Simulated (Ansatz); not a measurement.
# Lu2AlSi2: Si vacancy

All numbers are calculated (PBEsol, no spin polarisation, no spin-orbit coupling; Ansatz, PAW set soft_2, 420 eV, k-mesh 3×3×3), not measured.

The relaxed host crystal (no gap at this level of theory):

```
Lu Al Si
1.0
    -1.98952    2.79596    4.16106
     1.98952   -2.79596    4.16106
     1.98952    2.79596   -4.16106
Lu Al Si
2 1 2
Direct
  0.28962 0.78962 0.50000
  0.71038 0.21038 0.50000
  0.00000 0.00000 0.00000
  0.71159 0.50000 0.21159
  0.28841 0.50000 0.78841
```

Supercell of 20 atoms, rows of the matrix [[-1,1,0],[1,1,2],[1,1,0]] times the cell vectors; Si vacancy at (0.712, 0.500, 0.212) in fractions of the cell above. Atoms are relaxed at the host's cell, from a start shaken by 0.03 Å near the defect. The cell loses 1 of its 8 Si, so this is a heavily defective crystal.

Distances from the empty Si site (Å), by shell of the perfect crystal:

```csv
shell,perfect crystal,"relaxed, charge 0"
1 Si,2.37,2.35
2 Al,2.56,2.55
6 Lu,2.90,2.90 (2.88 to 2.91)
```

```csv
charge,gap of the cell on the mesh (eV)
0,0.00
```

Formation energy of the neutral defect: 2.11 eV, taking atoms from and to the elements' standard states (no corrections for gases), so it belongs to those chemical potentials alone.

Caveats: small supercell, so energies and levels can be off by tenths of an eV; one random start near the defect, so other minima are possible.
